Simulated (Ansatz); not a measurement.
Consider the following.

CaSe:
```cif
data_CaSe
_chemical_formula_sum 'Ca1 Se1'
_space_group_name_H-M_alt 'P 1'
_space_group_IT_number 1
_cell_length_a 4.19659
_cell_length_b 4.19659
_cell_length_c 4.19659
_cell_angle_alpha 60.000
_cell_angle_beta 60.000
_cell_angle_gamma 60.000
loop_
_space_group_symop_operation_xyz
  'x, y, z'
loop_
_atom_site_label
_atom_site_type_symbol
_atom_site_fract_x
_atom_site_fract_y
_atom_site_fract_z
_atom_site_occupancy
Ca1 Ca 0.00000 0.00000 0.00000 1
Se1 Se 0.50000 0.50000 0.50000 1
```

This is the r²SCAN-relaxed structure.

Question: All from the program Ansatz at the r²SCAN level (PAW), unless another level is named. Estimate the electron effective mass with spin–orbit coupling.

Answer: 0.29, 0.29, 1.4 mₑ (principal values).

Question: Next, the HSE06 gap on the r²SCAN cell?

Answer: 3.00 eV.

Question: Give the hole effective mass, band 1 of 3 at the edge.

Answer: 1.00 along [100], 1.00 along [110], 0.78 along [111] (mₑ).

Question: Predict the hole effective mass, band 3 of 3 at the edge.

Answer: 0.20 along [100], 0.22 along [110], 0.22 along [111] (mₑ).

Question: What about the weight of the valence-edge state by species (Voronoi cells)?

Answer: Se 92 %, Ca 8 %.

Question: What about the weight of the conduction-edge state by species (Voronoi cells)?

Answer: Ca 66 %, Se 34 %.

Space group Fm-3m (rock salt). The r²SCAN relaxation kept the symmetry of its start; phonons on a q-mesh show no instability. Scalar-relativistic: spin–orbit coupling is off unless named, which matters more the heavier the elements.

Potentials: the later of the program's two PAW sets.
